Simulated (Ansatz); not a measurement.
Relaxed-ion elastic tensor of SnSe2 (CdI2 type, P-3m1) in GPa (Voigt order), plane-wave PAW LDA (Ansatz code); density 6.23 g/cm³, 24.57 Å³ per atom.

```
 110  33.4  22.5  -1.7   0.0   0.0
33.4   110  22.5   1.7   0.0   0.0
22.5  22.5  33.5   0.0   0.0   0.0
-1.7   1.7   0.0  10.8   0.0   0.0
 0.0   0.0   0.0   0.0  10.8  -1.7
 0.0   0.0   0.0   0.0  -1.7  38.3
```

Is the crystal mechanically stable?

Yes: the smallest eigenvalue of C is 10.7 GPa.

Work out the Voigt, Reuss and Hill averages.

K_V = 45.6, K_R = 31.5, K_H = 38.5; G_V = 23.7, G_R = 16.1, G_H = 19.9 GPa.

Give Young's modulus, Poisson's ratio, Pugh's ratio and the universal anisotropy index.

E = 9KG/(3K + G) = 50.8 GPa; ν = 0.28; K/G = 1.94 (ductile by the Pugh limit of 1.75); A_U = 5G_V/G_R + K_V/K_R − 6 = 2.82.

Estimate the sound speeds and the Debye temperature.

v_l = √((K + 4G/3)/ρ) = 3230 m/s, v_t = √(G/ρ) = 1780 m/s, mean 1990 m/s; Θ = (h/k)(3n/4πV)^(1/3) v_m = 204 K.

Solve the Christoffel equation for the three sound speeds along x, y, z.

Eigenvalues of C_ijkl n_j n_l equal ρv². In km/s, slowest first: x 1.31, 2.48, 4.20; y 1.31, 2.48, 4.20; z 1.32, 1.32, 2.32.

How much does each axis shrink under pressure?

Linear compressibilities β_i = Σ_j S_ij (j = 1 to 3): x 2.9, y 2.9, z 26 per TPa.

Symmetry was held in the LDA relaxation; of distortions, only those at the zone centre were tested. A crystal of weakly bound layers computed without a dispersion correction: the cell and the soft elastic constants depend strongly on that. Scalar-relativistic: spin–orbit coupling is off unless named, which matters more the heavier the elements.

Potentials: the later of the program's two PAW sets.
